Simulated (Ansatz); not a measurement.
A geometry of HfO2 away from equilibrium: step 2 of the relaxation of a relaxed HfO2 cell, doubled along one cell vector, shaken by Gaussian noise of σ = 0.08 Å a coordinate. Computed with r2SCAN (plane waves to 500 eV, PAW, scalar-relativistic; Ansatz, an electronic-structure program). Γ-centred k-mesh 5×3×7 on the run's cell (coarser than for final values), Fermi–Dirac smearing 0.05 eV.

```
CELL_PARAMETERS angstrom
      4.83397     0.00572    -0.00499
      0.01144     9.56334    -0.00143
     -0.00332    -0.00048     3.21361
ATOMIC_POSITIONS crystal
  Hf 0.49234 0.24742 0.51000
  Hf 0.50050 0.75013 0.50479
  Hf 0.00175 0.00355 0.98326
  Hf 0.99206 0.50446 0.00435
  O  0.81083 0.40212 0.51223
  O  0.81585 0.90084 0.48505
  O  0.31298 0.35092 0.99920
  O  0.31380 0.84758 0.98276
  O  0.69385 0.14756 0.00069
  O  0.70894 0.65346 0.99181
  O  0.20524 0.09395 0.48882
  O  0.20240 0.60074 0.50820
```

Task: Predict the force on each atom, in eV/Å.

Result: 
| atom | Fx | Fy | Fz |
|---|---|---|---|
| Hf1 | 0.65 | 1.04 | -0.26 |
| Hf2 | 0.23 | 0.32 | -0.52 |
| Hf3 | -0.15 | -1.19 | 0.15 |
| Hf4 | 0.98 | -0.80 | 0.17 |
| O5 | -0.15 | -0.24 | -0.36 |
| O6 | 0.03 | 0.14 | 0.09 |
| O7 | -0.02 | -0.39 | 0.20 |
| O8 | -0.13 | 0.26 | 0.57 |
| O9 | -0.13 | 0.45 | 0.00 |
| O10 | -0.80 | 0.59 | 0.16 |
| O11 | -0.20 | 0.24 | -0.02 |
| O12 | -0.31 | -0.41 | -0.18 |

Task: What is the pressure?

Result: +3.8 GPa, compression positive.

Task: How far above the relaxed end point is this geometry?

Result: 0.02 eV/atom; the path ends in P4₂/mnm (No. 136) (rutile type).

No spin polarisation in the result.

The first start was generated by placing the elements on the sites of a structure type. Materials Project lists a structure of HfO2 in the same space group, P4₂/mnm (No. 136); the sites were not compared with it, nor with measured phases. Known forms of HfO2 include space group No. 14, 29, 137, 225.
